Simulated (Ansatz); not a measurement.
## Stability checks on a candidate for MgZn₅S₆

The cell was found from a structure generator's guess, not taken from experiment.

All numbers below come from DFT PBE, scalar-relativistic, plane waves, PAW in Ansatz. Cutoff 420 eV, Γ-centred 6×6×4 mesh (12-atom cell), Gaussian smearing of 0.02 eV, no spin polarisation.

```
CELL_PARAMETERS angstrom
6.71944 0.00000 0.00000
-3.35972 5.81921 0.00000
0.00000 0.00000 6.34145
ATOMIC_POSITIONS crystal
Mg 0.00000 0.00000 0.50389
Zn 0.33680 0.33680 0.00522
Zn 0.00000 0.66320 0.00522
Zn 0.66320 0.00000 0.00522
Zn 0.66667 0.33333 0.50478
Zn 0.33333 0.66667 0.50478
S 0.34431 0.34431 0.37728
S 0.00000 0.65569 0.37728
S 0.65569 0.00000 0.37728
S 0.66667 0.33333 0.87816
S 0.33333 0.66667 0.87816
S 0.00000 0.00000 0.89271
```

The zero of energy is the elements' standard structures at the same level; no fitted shifts are applied.

Task: These tests were run: energy against the elements; random kick, then relaxation without symmetry; phonons at Γ; elastic tensor. What do they show?

Result:

```csv
test,result
energy against the elements,−0.918 eV/atom
"random kick, then relaxation without symmetry",returns
phonons at Γ,lowest optical mode 72 cm⁻¹
elastic tensor,least eigenvalue 25 GPa
```

It fails none of these tests. Whether a mixture of other phases lies lower isn't tested here. Phonons away from Γ weren't computed.

The reference form of S is held partly by dispersion forces, which this level lacks. The kick test ran on a coarse mesh. The run for the phonons used a 6×6×4 k mesh. The run for the elastic tensor used a 6×6×4 k mesh.
